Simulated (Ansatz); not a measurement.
LaSe2:
Space group P2₁/c (No. 14); a = 8.4335 Å, b = 4.1672 Å, c = 8.3443 Å, α = γ = 90.00°, β = 90.06°

```json
[
 {"atom": "La", "site": "4e", "symmetry": "1", "x": "0.2761", "y": "0.2272", "z": "0.1268"},
 {"atom": "Se", "site": "4e", "symmetry": "1", "x": "0.0012", "y": "0.6882", "z": "0.1188"},
 {"atom": "Se", "site": "4e", "symmetry": "1", "x": "0.6358", "y": "0.2440", "z": "0.1250"}
]
```

Relaxed at zero pressure with plane-wave PAW LDA (Ansatz code).

### Question
The volume is lowered by 3 % and shape and atoms relax at that volume. What pressure results, and how do the axes share the change?

### Answer
2.4 GPa; a -1.0 %, b -1.0 %, c -1.0 %; the energy rises by 5 meV/atom.

### Question
Give the new structure.

### Answer

Space group P2₁/c (No. 14); a = 8.349 Å, b = 4.124 Å, c = 8.262 Å, α = 90.00°, β = 90.01°, γ = 90.00°

```
atom  site  symmetry       x       y       z
----  ----  --------  ------  ------  ------
La      4e         1  0.2764  0.2293  0.1268
Se      4e         1  0.0009  0.6921  0.1194
Se      4e         1  0.6362  0.2447  0.1248
```

The phase is kept; no other phase was compared at this pressure.

Space group P2_1/c. The workflow started from a Materials Project entry (that database holds measured and hypothetical structures alike); the Crystallography Open Database copy checked does not list it. Whether it is the stable phase at ambient conditions was not checked. The LDA relaxation kept the symmetry of its start; its stability against distortions is not shown here. Spin–orbit coupling is left out wherever it is not named.

Potentials: the later of the program's two PAW sets.
